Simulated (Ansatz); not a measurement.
A relaxation computed with Ansatz, from input to last step.

```yaml
crystal:
  lattice:
    - [3.1449385163, 0.0, 0.0]
    - [-1.5724692582, 2.7235966484, 0.0]
    - [0.0, 0.0, 12.5041903437]
  atoms:
    - { symbol: Mo, position: [0.3333333333, 0.6666666667, 0.25] }
    - { symbol: Mo, position: [0.6666666667, 0.3333333333, 0.75] }
    - { symbol: S, position: [0.3333333333, 0.6666666667, 0.6271340201] }
    - { symbol: S, position: [0.6666666667, 0.3333333333, 0.1271340201] }
    - { symbol: S, position: [0.3333333333, 0.6666666667, 0.8728659799] }
    - { symbol: S, position: [0.6666666667, 0.3333333333, 0.3728659799] }
basis:
  ecutwfc: 500
kpoints:
  mp_grid: { grid: [12, 12, 4] }
hamiltonian:
  xc: r2scan
scf:
  occupations: { method: gaussian, width: 0.02 }
output:
  forces: true
  stress: true
  eigenvalues: true
relax:
  adjacent_minimum: "off"
  f_tol: 0.01
  max_steps: 30
  cell: { stress_tol: 0.1, fix: [volume] }
```

```bash
ansatz run input.yaml --threads 2 --pin off --max-ram 5120MiB --backend cpu --events-out ev --progress --plain --runs-dir out
```

Level of theory: DFT r2SCAN, scalar-relativistic, plane waves, PAW in Ansatz 0.2.0.

The volume is held at 0.94 times that of the relaxed cell.

Of 6 frames 5 are shown, positions in Å and forces in eV/Å; the SCF threshold varies from step to step. Steps run on the plane waves of an earlier cell, with a Pulay correction in the pressure. The basis is chosen afresh for the last frame, the zero of the energies, and at times for earlier ones too; energy and pressure step there, also at an unchanged geometry.

```xyz
6
Lattice="3.1449 0.0000 0.0000 -1.5725 2.7236 0.0000 0.0000 0.0000 12.5042" Properties=species:S:1:pos:R:3:forces:R:3 pbc="T T T" step=1 free_energy_over_end_meV_per_atom=6.77 pressure_GPa=5.87
Mo    0.0000    1.8157    3.1260    0.0000    0.0000    0.0000
Mo    1.5725    0.9079    9.3781    0.0000    0.0000    0.0000
S     0.0000    1.8157    7.8418    0.0000    0.0000   -0.5554
S     1.5725    0.9079    1.5897    0.0000    0.0000   -0.5554
S     0.0000    1.8157   10.9145    0.0000    0.0000    0.5554
S     1.5725    0.9079    4.6624    0.0000    0.0000    0.5554
6
Lattice="3.1755 0.0000 0.0000 -1.5877 2.7501 0.0000 0.0000 0.0000 12.2647" Properties=species:S:1:pos:R:3:forces:R:3 pbc="T T T" step=2 free_energy_over_end_meV_per_atom=0.61 pressure_GPa=0.97
Mo    0.0000    1.8334    3.0662    0.0000    0.0000    0.0000
Mo    1.5877    0.9167    9.1985    0.0000    0.0000    0.0000
S     0.0000    1.8334    7.6411    0.0000    0.0000    0.1398
S     1.5877    0.9167    1.5088    0.0000    0.0000    0.1398
S     0.0000    1.8334   10.7559    0.0000    0.0000   -0.1398
S     1.5877    0.9167    4.6236    0.0000    0.0000   -0.1398
6
Lattice="3.1653 0.0000 0.0000 -1.5827 2.7413 0.0000 0.0000 0.0000 12.3436" Properties=species:S:1:pos:R:3:forces:R:3 pbc="T T T" step=3 free_energy_over_end_meV_per_atom=0.03 pressure_GPa=1.99
Mo    0.0000    1.8275    3.0859    0.0000    0.0000    0.0000
Mo    1.5827    0.9138    9.2577    0.0000    0.0000    0.0000
S     0.0000    1.8275    7.7018    0.0000    0.0000    0.0280
S     1.5827    0.9138    1.5300    0.0000    0.0000    0.0280
S     0.0000    1.8275   10.8136    0.0000    0.0000   -0.0280
S     1.5827    0.9138    4.6418    0.0000    0.0000   -0.0280
6
Lattice="3.1677 0.0000 0.0000 -1.5838 2.7433 0.0000 0.0000 0.0000 12.3252" Properties=species:S:1:pos:R:3:forces:R:3 pbc="T T T" step=4 free_energy_over_end_meV_per_atom=0.01 pressure_GPa=2.08
Mo    0.0000    1.8289    3.0813    0.0000    0.0000    0.0000
Mo    1.5838    0.9144    9.2439    0.0000    0.0000    0.0000
S     0.0000    1.8289    7.6910    0.0000    0.0000   -0.0149
S     1.5838    0.9144    1.5284    0.0000    0.0000   -0.0149
S     0.0000    1.8289   10.7968    0.0000    0.0000    0.0149
S     1.5838    0.9144    4.6342    0.0000    0.0000    0.0149
6
Lattice="3.1671 0.0000 0.0000 -1.5835 2.7428 0.0000 0.0000 0.0000 12.3299" Properties=species:S:1:pos:R:3:forces:R:3 pbc="T T T" step=6 free_energy_over_end_meV_per_atom=0.00 pressure_GPa=2.04
Mo    0.0000    1.8285    3.0825    0.0000    0.0000    0.0000
Mo    1.5835    0.9143    9.2474    0.0000    0.0000    0.0000
S     0.0000    1.8285    7.6936    0.0000    0.0000    0.0000
S     1.5835    0.9143    1.5286    0.0000    0.0000    0.0000
S     0.0000    1.8285   10.8013    0.0000    0.0000    0.0000
S     1.5835    0.9143    4.6363    0.0000    0.0000    0.0000
```

The run took 69 s on 2 threads of Arm Neoverse V1, with other jobs on the host, peak memory 0.72 GiB.

The cell holds layers, and r2SCAN describes their binding at middle range but leaves out its long-range dispersion part.